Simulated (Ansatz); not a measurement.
Input and command of a plane-wave DFT calculation in Ansatz:

```yaml
crystal:
  lattice:
    - [-4.473451, 4.465615, -1.60379]
    - [-4.472478, -1.602941, 4.465243]
    - [1.619195, 4.485104, 4.485705]
  atoms:
    - { symbol: Cr, position: [0.9876335102, 0.0004615998, 0.9956015841] }
    - { symbol: Cr, position: [0.5000923429, 0.4880568518, 0.99558869] }
    - { symbol: Cr, position: [0.6094022781, 0.1098493994, 0.1085458692] }
    - { symbol: Cr, position: [0.0973398835, 0.5977894855, 0.0991111098] }
    - { symbol: Cr, position: [0.7954452124, 0.2958032519, 0.2973700877] }
    - { symbol: Cr, position: [0.4075512768, 0.3989905934, 0.4060200298] }
    - { symbol: Cr, position: [0.5009185137, 0.0013948283, 0.4907567903] }
    - { symbol: Cr, position: [0.990342592, 0.490850394, 0.4961519233] }
    - { symbol: Cr, position: [0.1010618459, 0.1070007905, 0.6027571541] }
    - { symbol: Cr, position: [0.8985845129, 0.9080373239, 0.4059415885] }
    - { symbol: Cr, position: [0.6065315634, 0.6014866366, 0.6027598119] }
    - { symbol: Cr, position: [0.2951992791, 0.3008057369, 0.793208] }
    - { symbol: Cr, position: [0.8004207872, 0.7956750867, 0.7932037753] }
    - { symbol: Cr, position: [0.9013240402, 0.401803656, 0.9062656417] }
    - { symbol: Ta, position: [0.1963594287, 0.2075906689, 0.1994713708] }
    - { symbol: Ta, position: [0.7071379867, 0.6967862249, 0.1995209554] }
    - { symbol: Ta, position: [0.7024723343, 0.2028953205, 0.6985911647] }
    - { symbol: Ta, position: [0.1892854247, 0.6897154048, 0.7004238761] }
    - { symbol: Ta, position: [0.4057521564, 0.906162772, 0.8974268853] }
    - { symbol: W, position: [0.2928529438, 0.7932479815, 0.3025335645] }
basis:
  ecutwfc: 420
kpoints:
  mp_grid: { grid: [3, 3, 4] }
hamiltonian:
  xc: pbe
scf:
  occupations: { method: gaussian, width: 0.1 }
  n_extra_bands: 10
output:
  forces: true
  stress: true
  eigenvalues: true
  populations: true
  dos:
    method: { smearing: { sigma: 0.1, scheme: gaussian } }
    projected: true
    de: 0.02
```

```bash
ansatz run input.yaml --threads 4 --pin off --max-ram 9216MiB --backend cpu --events-out ev --progress --plain --runs-dir out
```

Processor: Intel(R) Xeon(R) 6975P-C (Granite Rapids), 4 threads, on a host shared with other jobs.

**Question.** How long does it run, and how much memory does it take?

**Answer.** About 20 s on 4 threads of Intel(R) Xeon(R) 6975P-C (Granite Rapids), with other jobs on the host, peak memory 1.5 GiB. It solves 148 bands at 19 k points (the mesh reduced by symmetry) with about 5263 plane waves, in 10 SCF iterations.
